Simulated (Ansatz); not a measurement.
A relaxed structure of GaAs. Space group P6₃mc (No. 186), AFLOW prototype AB_hP8_186_ab_ab (B5, as in SiC). Method: PBEsol (plane waves to 420 eV, PAW, scalar-relativistic; Ansatz, a first-principles code).

```xyz
8
Lattice="3.9937 0.0000 0.0000 -1.9969 3.4587 0.0000 0.0000 0.0000 13.1111" Properties=species:S:1:pos:R:3 pbc="T T T"
Ga     0.0000     0.0000    13.1078
Ga     0.0000     0.0000     6.5523
Ga     1.9969     1.1529     9.8366
Ga     0.0000     2.3058     3.2811
As     0.0000     0.0000    10.6621
As     0.0000     0.0000     4.1065
As     1.9969     1.1529     7.3740
As     0.0000     2.3058     0.8185
```

For GaAs, the volume per atom comes out as 22.64 Å³, the band gap is 0.43 eV, direct at Γ (no spin-orbit coupling) and the shortest distances is As–Ga 2.45 Å. The k-mesh is 10×10×3.

Band energies at high-symmetry points (eV from the VBM; labels of this space group; no spin-orbit coupling), from −5 eV up to 3.7 eV:

| point | energies |
|---|---|
| Γ | -4.26 -4.22 -1.20 -1.20 -0.73 -0.73 -0.67 -0.67 -0.10 0.00 0.00 0.43 0.78 1.24 1.54 3.57 3.57 |
| M | -3.71 -3.31 -2.72 -2.09 -2.08 -2.07 -1.54 -1.19 0.97 1.09 1.35 2.13 2.53 3.69 |
| K | -4.29 -4.29 -3.34 -3.34 -3.07 -2.34 -2.34 -1.72 2.08 2.87 2.87 3.26 3.26 |
| A | -2.08 -2.08 -1.07 -1.07 -1.07 -1.07 -0.24 -0.24 -0.24 -0.24 0.94 0.94 1.63 1.63 |
| L | -3.25 -3.25 -2.55 -2.55 -2.21 -2.21 -1.49 -1.49 1.39 1.39 1.94 1.94 2.78 2.78 |
| H | -4.17 -4.17 -3.60 -3.60 -2.45 -2.45 -2.13 -2.13 2.09 2.09 3.30 3.30 |

No spin polarisation in the result.

The run could not lose the symmetry of its start.

The first start was generated by placing the elements on the sites of a structure type. Materials Project lists a structure of GaAs in the same space group, P6₃mc (No. 186); the sites were not compared with it, nor with measured phases. Known forms of GaAs include space group No. 216.
